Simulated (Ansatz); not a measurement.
ReAgF$_{6}$: settings compared (Ansatz)

The command:

```bash
ansatz run input.yaml --threads 1 --pin off --max-ram 2560MiB --backend cpu --events-out ev --progress --plain --runs-dir out
```

The input file (Ansatz 0.2.0, plane waves):

```yaml
crystal:
  lattice:
    - [3.56508764, 2.05830833, 2.46358269]
    - [-3.56508764, 2.05830833, 2.46358269]
    - [0.0, -4.11660679, 2.46358269]
  atoms:
    - { symbol: F, position: [0.1926, 0.9201, 0.2905] }
    - { symbol: F, position: [0.2905, 0.1926, 0.9201] }
    - { symbol: F, position: [0.9201, 0.2905, 0.1926] }
    - { symbol: F, position: [0.8074, 0.0799, 0.7095] }
    - { symbol: F, position: [0.7095, 0.8074, 0.0799] }
    - { symbol: F, position: [0.0799, 0.7095, 0.8074] }
    - { symbol: Re, position: [0.0, 0.0, 0.0] }
    - { symbol: Ag, position: [0.5, 0.5, 0.5] }
  symmetry: { tolerance: 0.0003 }
kpoints:
  mp_grid: { grid: [4, 4, 4], shift: [0, 0, 0] }
magnetization:
  spin_polarized: false
scf:
  occupations: { method: fermi_dirac }
hamiltonian:
  pseudopotentials: { kind: paw }
  xc: r2scan
basis:
  ecutwfc: 500
output:
  forces: true
  stress: true
  eigenvalues: true
  write_density: true
  write_potential: true
  elf: true
  volumetric_format: npy
relax:
  max_steps: 40
  cell: {}
```

Origin of the cell: a known structure type with other elements, at an estimated volume, so it need not be a known compound.

The smearing width isn't typed, so it takes its default of 0.1 eV.

Output of this run (shortened):

```
Warning: crystal.lattice misses the space group found at crystal.symmetry.tolerance 3.0e-4 in a digit that the deck types, which is why this is a warning: making the lattice exact moves one o […]
Pseudopotentials: kind: paw
Pseudopotential: F, paw, valence charge 7, recommended cutoff 500 eV (meta_gga), F.paw.azcp
Pseudopotential: Re, paw, valence charge 15, recommended cutoff 500 eV (meta_gga), Re.paw.azcp
Pseudopotential: Ag, paw, valence charge 19, recommended cutoff 500 eV (meta_gga), Ag.paw.azcp
Functional definition: r2SCAN
  exchange = r2scan_x(k0 = k0, k1 = k1, a1 = a1)
  correlation = r2scan_c
Crystal: 8 atoms, lattice volume = 108.467 Å³
Basis set: ecut = 500 eV, 2757 PW (Γ), exchange–correlation on 144×144×144 points (64 copies of the dense FFT grid, shifted against one another)
Bands: 46, of which v1, the nominal top of the filled ones, is band 38 counted from 1 (37 counted from 0)
[… 12 lines left out …]
Initial density: superposition of atomic densities (neutral atoms: chi_scale 0, normalization atom), corrected by the library's trained network
Functional: x = r2scan, c = r2scan; τ floored in thin density (d = 2e-4 eV/Å³)
SCF iter   1: F=—  HF=-23336.249798 eV  Δρ=1.33e-2  dr2=3.00e-1  dr2_τ=7.98e-1  defer=8
SCF iter   2: F=—  HF=-23336.411077 eV  Δρ=8.72e-3  dr2=7.60e-2  dr2_τ=9.09e-3  defer=14
SCF iter   3: F=—  HF=-23336.405299 eV  Δρ=6.69e-3  dr2=6.07e-2  dr2_τ=2.07e-3  defer=14
SCF iter   4: F=—  HF=-23336.398440 eV  Δρ=3.35e-3  dr2=1.39e-2  dr2_τ=4.14e-4  defer=14
SCF iter   5: F=—  HF=-23336.396409 eV  Δρ=1.91e-3  dr2=3.31e-3  dr2_τ=2.34e-4  defer=14
SCF iter   6: F=—  HF=-23336.395795 eV  Δρ=4.74e-4  dr2=2.86e-4  dr2_τ=2.91e-5  defer=14
SCF iter   7: F=—  HF=-23336.395789 eV  Δρ=1.76e-4  dr2=4.90e-5  dr2_τ=2.37e-6  defer=14
SCF iter   8: F=—  HF=-23336.395795 eV  Δρ=4.39e-5  dr2=3.24e-6  dr2_τ=1.68e-7  defer=14
SCF iter   9: F=—  HF=-23336.395795 eV  Δρ=8.78e-6  dr2=1.20e-7  dr2_τ=1.01e-8  defer=14
SCF iter  10: F=-23336.395795 eV  HF=-23336.395795 eV  Δρ=2.54e-6  dr2=5.36e-9  dr2_τ=6.48e-10
relax step   1: F+E_penalty+E_count = -23336.395795 eV  Δ(F+E_penalty+E_count) = +0.000e0 eV  max|allowed force component| = 7.928e0 eV/Å  Δτ_max = 0.0000 Å  P = +50.501 GPa  Ω = 108.467 Å³ […]
relax step   2: F+E_penalty+E_count = -23341.351803 eV  Δ(F+E_penalty+E_count) = -4.956e0 eV  max|allowed force component| = 1.526e0 eV/Å  Δτ_max = 0.1469 Å  P = +8.087 GPa  Ω = 111.664 Å³  e […]
relax step   3: F+E_penalty+E_count = -23341.682082 eV  Δ(F+E_penalty+E_count) = -3.303e-1 eV  max|allowed force component| = 5.409e-1 eV/Å  Δτ_max = 0.0791 Å  P = +3.892 GPa  Ω = 103.868 Å³ […]
relax step   4: F+E_penalty+E_count = -23341.739578 eV  Δ(F+E_penalty+E_count) = -5.750e-2 eV  max|allowed force component| = 7.959e-2 eV/Å  Δτ_max = 0.0487 Å  P = +0.806 GPa  Ω = 103.820 Å³ […]
relax step   5: F+E_penalty+E_count = -23341.743198 eV  Δ(F+E_penalty+E_count) = -3.620e-3 eV  max|allowed force component| = 2.232e-2 eV/Å  Δτ_max = 0.0246 Å  P = -0.057 GPa  Ω = 104.527 Å³ […]
relax step   6: F+E_penalty+E_count = -23341.743548 eV  Δ(F+E_penalty+E_count) = -3.497e-4 eV  max|allowed force component| = 1.250e-2 eV/Å  Δτ_max = 0.0087 Å  P = -0.043 GPa  Ω = 104.669 Å³ […]
relax step   7: F+E_penalty+E_count = -23341.743501 eV  Δ(F+E_penalty+E_count) = +4.757e-5 eV  max|allowed force component| = 4.788e-4 eV/Å  Δτ_max = 0.0033 Å  P = -0.012 GPa  Ω = 104.788 Å³ […]
relax step   8: F+E_penalty+E_count = -23341.739892 eV  Δ(F+E_penalty+E_count) = +3.609e-3 eV  max|allowed force component| = 5.969e-4 eV/Å  Δτ_max = 0.0000 Å  P = -0.055 GPa  Ω = 104.788 Å³  stress off target by 6.13e-2 GPa […]
relax step   9: F+E_penalty+E_count = -23341.740070 eV  Δ(F+E_penalty+E_count) = -1.785e-4 eV  max|allowed force component| = 7.688e-4 eV/Å  Δτ_max = 0.0018 Å  P = -0.003 GPa  Ω = 104.623 Å³ […]
relax step  10: F+E_penalty+E_count = -23341.739902 eV  Δ(F+E_penalty+E_count) = +1.686e-4 eV  max|allowed force component| = 7.808e-4 eV/Å  Δτ_max = 0.0000 Å  P = -0.001 GPa  Ω = 104.623 Å³  stress off target by 2.58e-3 GPa […]
SCF 10 converged in 6 iterations: F = -23341.739902 eV  dr2 = 6.51e-11
basis re-selected at this cell: Δ(F+E_penalty+E_count) = +1.686e-4 eV, ΔP = +0.001 GPa vs the last step (what re-selecting the basis moved, of the pressure what is left beyond the Pulay corre […]
SCF converged after 6 iterations
Free energy (F): -23341.739902 eV
Harris-Foulkes:  -23341.739902 eV  (|F-HF|=5.09e-11)
Internal energy: -23341.385484 eV  (E = F + TS)
E sigma→0 (E₀):  -23341.562693 eV
Entropy (-TS):   -0.354418 eV (-44.302 meV/atom)
Fermi energy:    7.484711 eV
--- Per-component energies (eV) ---
  E_band       = -966.576680
  E_kinetic    = 2308.127815
  E_local      = -7734.320718  (includes V_loc(G=0)·N_el)
  E_nonlocal   = 573.462228
  E_hartree    = 3037.617511
  E_xc         = -1031.288190
  E_vxc        = -1285.898515  (∫ρ·V_xc dr)
  E_paw        = -13832.539305  (= ΣΔE_a)
  E_vpaw       = -989.811675  (= ΣTr[D̂ρ^β])
  E_aug_tail   = 0.006083  (compensation charges beyond the density's cutoff)
  E_vtau       = 86.623145  (kinetic-family band-sum trace: ∫τ·v_τ [+ j·A + Jᵃ·Aᵃ] dr)
  E_ewald      = -6661.282378
  E_core_change = -1.168531  (= ΣΔE_core)
  E_smearing   = -0.354418  (= −TS)
  Σ components = -23341.739902   (vs F -23341.739902, Δ=0.00e0)
--- Forces (eV/Å), atoms counted from 1 ---
  atom   1  F      0.000580    -0.000557     0.000208
  atom   2  F      0.000192     0.000781     0.000208
  atom   3  F     -0.000772    -0.000224     0.000208
  atom   4  F     -0.000580     0.000557    -0.000208
  atom   5  F     -0.000192    -0.000781    -0.000208
  atom   6  F      0.000772     0.000224    -0.000208
  atom   7  Re    -0.000000     0.000000     0.000000
  atom   8  Ag     0.000000     0.000000    -0.000000
  max |Σ_I F_I| component: 2.28e-18 eV/Å
--- Stress (GPa, compression-positive) ---
       -0.000601       0.000000      -0.000000
       -0.000000      -0.000601      -0.000000
        0.000000      -0.000000      -0.002576
  P = ⅓ Tr σ = -0.0013 GPa (-0.013 kbar)
--- Relaxed structure (8 steps of the walk, 8 accepted, 2 SCFs on fresh bases) ---
  F+E_penalty+E_count = -23341.739902 eV   max|allowed force component| = 7.808e-4 eV/Å   (the final SCF, on the basis selected at the relaxed cell)
  cell:  # Å, volume = 104.6229 Å³
    - [3.568992, 2.060560, 2.371071]
    - [-3.568992, 2.060560, 2.371071]
    - [7.250e-19, -4.121116, 2.371076]
  atoms:
    - { symbol: F, position: [0.223189, 0.921488, 0.331655] }
    - { symbol: F, position: [0.331655, 0.223189, 0.921488] }
    - { symbol: F, position: [0.921488, 0.331655, 0.223189] }
    - { symbol: F, position: [0.776811, 0.078512, 0.668345] }
    - { symbol: F, position: [0.668345, 0.776811, 0.078512] }
    - { symbol: F, position: [0.078512, 0.668345, 0.776811] }
    - { symbol: Re, position: [7.863e-19, 1.272e-18, 1.648e-18] }
    - { symbol: Ag, position: [0.5, 0.5, 0.500000] }
```

The same input was run again with these changes:

1. `scf.eigensolver.kind` default → davidson; `basis.precision` default → f64; `scf.mixing.preconditioner` default → none
2. `accuracy` default → low
3. `hamiltonian.dispersion` default → d3bjatm
4. `scf.initial_density.chi_scale` default → 0.1

```csv
run,end,SCF iterations,volume (Å³/atom),max force component (eV/Å),gap on mesh (eV),moment (μB),ΔE(σ→0) (meV/atom)
base,converged,81,13.08,0.001,none,–,0
1,converged,73,13.08,0.001,none,–,0.00
2,converged,81,13.08,0.001,none,–,-0.01
3,converged,83,12.88,0.001,none,–,–
4,converged,82,13.08,0.001,none,–,0.00
```

Energies are compared only where functional, datasets, charge and starting cell are the same.

Caveats of the base run: no moments, though an odd count or open d shells may carry them; no spin-orbit coupling, though heavy elements are present; the given cell is far from equilibrium, with atoms too close or a volume far off; the k mesh is coarse if the cell is a metal; the relaxation held the start's symmetry, so the end may be a saddle point.

Time of the base run: 61 s on 1 thread of Intel(R) Xeon(R) 6975P-C (Granite Rapids), with other jobs on the host, peak memory 0.67 GiB, from the program's own first density.
